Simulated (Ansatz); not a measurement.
Starting structure, 1 SO2 a cell, upright, over a bridge W-C site (WC, P-6m2 (No. 187), (1 0 0) face):

```
CELL_PARAMETERS angstrom
5.66533 0.00000 0.00000
0.00000 5.80381 0.00000
0.00000 0.00000 26.19466
ATOMIC_POSITIONS crystal
C 0.25000 0.00000 0.30541
C 0.25000 0.50000 0.30541
C 0.75000 0.00000 0.30541
C 0.75000 0.50000 0.30541
W 0.00000 0.75000 0.33739
W 0.00000 0.25000 0.33739
W 0.50000 0.75000 0.33739
W 0.50000 0.25000 0.33739
C 0.25000 0.75000 0.40135
C 0.25000 0.25000 0.40135
C 0.75000 0.75000 0.40135
C 0.75000 0.25000 0.40135
W 0.00000 0.50000 0.43372
W 0.00000 0.00000 0.43372
W 0.50000 0.50000 0.43372
W 0.50000 0.00000 0.43372
C 0.25000 0.50000 0.49836
C 0.25000 0.00000 0.49836
C 0.75000 0.50000 0.49836
C 0.75000 0.00000 0.49836
W 0.00000 0.25000 0.52818
W 0.00000 0.75000 0.52818
W 0.50000 0.25000 0.52818
W 0.50000 0.75000 0.52818
O 0.87500 0.12500 0.71641
S 0.87656 0.24091 0.67192
O 0.87500 0.12500 0.62743
```

Computed with DFT PBE+D3(BJ), scalar-relativistic, plane waves, PAW (Ansatz). Plane waves to 420 eV, a k mesh through Γ of 4×3×1 on the computed 27-atom cell and Gaussian smearing (0.10 eV); no spin polarisation. A dipole correction removes the field between periodic images along c.

Atoms 1, 2, 3, 4, 5, 6, 7, 8, 9, 10, 11, 12 (counted from 1) are held. The cell is fixed. Force threshold 0.04 eV/Å.

```
step E − E_final (eV) largest force (eV/Å)
   1             4.686                 9.452
   2             3.911                 4.695
   3             3.541                 1.318
   4             3.341                 0.745
   5             3.117                 0.901
   6             3.083                 1.945
   7             2.978                 0.598
   8             2.915                 0.355
   9             2.846                 0.472
  10             2.758                 0.543
  11             2.636                 0.480
  12             2.486                 0.392
  13             2.348                 0.370
  14             2.203                 0.513
  15             2.038                 0.543
  16             1.842                 0.477
  17             1.602                 0.473
  18             1.321                 0.720
  19             0.994                 1.286
  20             0.569                 1.579
  21             0.190                 1.753
  22             0.085                 0.602
  23             0.012                 0.319
  24             0.003                 0.249
  25             0.001                 0.252
  26             0.000                 0.048
  27             0.000                 0.010
```

**Question.** What is the final structure?

**Answer.**
```yaml
crystal:
  lattice:
    - [5.66533, 0.00000, 0.00000]
    - [0.00000, 5.80381, 0.00000]
    - [0.00000, 0.00000, 26.19466]
  atoms:
    - { symbol: C, position: [0.25000, 0.00000, 0.30541] }
    - { symbol: C, position: [0.25000, 0.50000, 0.30541] }
    - { symbol: C, position: [0.75000, 0.00000, 0.30541] }
    - { symbol: C, position: [0.75000, 0.50000, 0.30541] }
    - { symbol: W, position: [0.00000, 0.75000, 0.33739] }
    - { symbol: W, position: [0.00000, 0.25000, 0.33739] }
    - { symbol: W, position: [0.50000, 0.75000, 0.33739] }
    - { symbol: W, position: [0.50000, 0.25000, 0.33739] }
    - { symbol: C, position: [0.25000, 0.75000, 0.40135] }
    - { symbol: C, position: [0.25000, 0.25000, 0.40135] }
    - { symbol: C, position: [0.75000, 0.75000, 0.40135] }
    - { symbol: C, position: [0.75000, 0.25000, 0.40135] }
    - { symbol: W, position: [0.00007, 0.50000, 0.43299] }
    - { symbol: W, position: [0.00052, 0.00000, 0.43419] }
    - { symbol: W, position: [0.50018, 0.50000, 0.43363] }
    - { symbol: W, position: [0.49945, 0.00000, 0.43391] }
    - { symbol: C, position: [0.24712, 0.50000, 0.49887] }
    - { symbol: C, position: [0.25023, 0.99999, 0.49869] }
    - { symbol: C, position: [0.75264, 0.49999, 0.49775] }
    - { symbol: C, position: [0.74860, 0.99999, 0.49669] }
    - { symbol: W, position: [0.00089, 0.26084, 0.53036] }
    - { symbol: W, position: [0.00089, 0.73915, 0.53036] }
    - { symbol: W, position: [0.49865, 0.24858, 0.52881] }
    - { symbol: W, position: [0.49865, 0.75141, 0.52881] }
    - { symbol: O, position: [0.61587, 0.00004, 0.64843] }
    - { symbol: S, position: [0.67087, 0.00008, 0.59395] }
    - { symbol: O, position: [0.97403, 0.00001, 0.58851] }
```

The end is the local minimum or symmetric point that this start leads to. The slab is only 5.9 Å thick, so the energy isn't converged with thickness.

Spin–orbit coupling is left out, which can shift energies with elements as heavy as these. Spin polarisation was left out, and a magnetic state may lie lower.